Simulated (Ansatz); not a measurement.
Data:

Si$_{2}$Ni$_{6}$B:
```xyz
9
Lattice="6.0596 0.0000 0.0000 -3.0298 5.2478 0.0000 0.0000 0.0000 2.8313" Properties=species:S:1:pos:R:3 pbc="T T T"
B      0.0000     0.0000     1.4157
Si     0.0000     3.4985     0.0000
Si     3.0298     1.7493     0.0000
Ni     3.7019     0.0000     1.4157
Ni     1.1789     2.0418     1.4157
Ni    -1.8510     3.2060     1.4157
Ni     1.4848     0.0000     0.0000
Ni     2.2874     3.9620     0.0000
Ni    -0.7424     1.2858     0.0000
```

This is the r²SCAN-relaxed structure.

Task: All from the program Ansatz at the r²SCAN level (PAW), unless another level is named. Predict the electronic character.

Result: metallic (no gap).

Task: Predict the formation energy from the elements (no fitted shifts).

Result: -45 kJ/mol of atoms.

Task: What about the density of states at the Fermi level?

Result: 0.42 states/eV per atom (mean over ±0.08 eV).

Space group P-62m. The workflow started from an entry of the Crystallography Open Database (COD). Whether it is the stable phase at ambient conditions was not checked. Symmetry was held in the r²SCAN relaxation; its stability against distortions is not shown here. The workflow began spin-polarised and lost its moments. The references are the lowest solids computed at this level, not always the standard phases.

Potentials: the later of the program's two PAW sets.
